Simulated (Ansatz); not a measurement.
**Surface calculation: fcc Ni (110), 3 layers**

The slab is cut from the fcc crystal, the stable phase, as relaxed on PAW files (10.89 Å³/atom), with 16 Å of vacuum and a dipole correction:

```
CELL_PARAMETERS angstrom
2.48804 0.00000 0.00000
0.00000 3.51862 0.00000
0.00000 0.00000 18.48800
ATOMIC_POSITIONS crystal
Ni 0.00000 0.00000 0.43271
Ni 0.50000 0.50000 0.50000
Ni 0.00000 0.00000 0.56729
```

All numbers are PBE results (scalar-relativistic) from Ansatz 0.2.0, with a Γ-centred 15×10×1 k mesh, Fermi–Dirac smearing of 0.05 eV, spin-polarised from start moments Ni1 1, Ni2 1, Ni3 1 μB. Methods: LAPW: all electrons, basis error target 1 meV/atom; PAW: frozen-core files, cutoff 420 eV.

The bulk energy comes from a cell in the slab's orientation on a 15×10×15 mesh. The surface energy is (E(slab) − N·E(bulk))/2A at zero smearing, the mean of both faces; thin slabs carry quantum-size effects.

Other magnetic orders may lie lower.

As cut, the LAPW slab lies 2.569 eV above 3 atoms of bulk. What surface energy is that?

Over two faces of 8.75 Å² it is 146.7 meV/Å², and times 16.02 J/m² per eV/Å² that gives γ = 2.351 J/m².

What do relaxation and the other method give, and what work function comes out?



```
method  γ as cut (J/m²)  γ relaxed (J/m²)  Φ as cut (eV)  Φ relaxed (eV)
  LAPW            2.351             2.261           4.50            4.42
   PAW            2.352             2.263           4.51            4.43
```

How do the spacings between the planes relax?

From the bottom face up: d12 -7.4 % of 1.244 Å, d23 -7.4 % of 1.244 Å.

How do the moments vary through the slab?

Ni1 0.84, Ni2 0.70, Ni3 0.84 μB in the LAPW spheres; the bulk has Ni 0.67 μB.

What changes if the images along the normal are cut off in place of the dipole correction?

LAPW then gives: no gap, work function 4.42 eV; PAW: no gap, work function 4.43 eV.
